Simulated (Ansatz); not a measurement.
Space group P6_222 (No. 180). a = 4.574 Å, b = 4.574 Å, c = 6.567 Å, α = 90.00°, β = 90.00°, γ = 120.00°
```csv
atom,site,symmetry,x,y,z
Si,6j,..2,0.1642,0.8358,0.8333
Mo,3d,222,0.5000,0.0000,0.5000
```

Equation of state of this Si₂Mo structure (not necessarily the ground state), with shape and atoms relaxed at each volume where symmetry leaves them free. Method: DFT PBEsol, scalar-relativistic, plane waves, PAW in Ansatz.

Plane waves to 420 eV, a k mesh through Γ of 12×12×6 on the computed 9-atom cell and Gaussian smearing (0.10 eV); no spin polarisation.

```
V (Å³/atom) E − E(largest V) (meV/atom) P (GPa) gap on mesh (eV)
     11.635                        88.40    37.35              0.00
     12.032                        10.85    25.63              0.00
     12.429                       -39.94    15.67              0.00
     12.825                       -67.95     7.20              0.02
     13.222                       -76.61    -0.01              0.04
     13.619                       -68.82    -6.13              0.05
     14.015                       -47.07   -11.31              0.06
     14.544                         0.00   -17.01              0.07
```

Question: Fit a third-order Birch–Murnaghan equation to E(V).

Answer: V0 = 13.22 Å³/atom, B0 = 221 GPa, B0' = 4.4.

The gaps are read on the mesh, which can miss the band edges, so they can be too wide.

This form isn't the usual stable structure of the compound.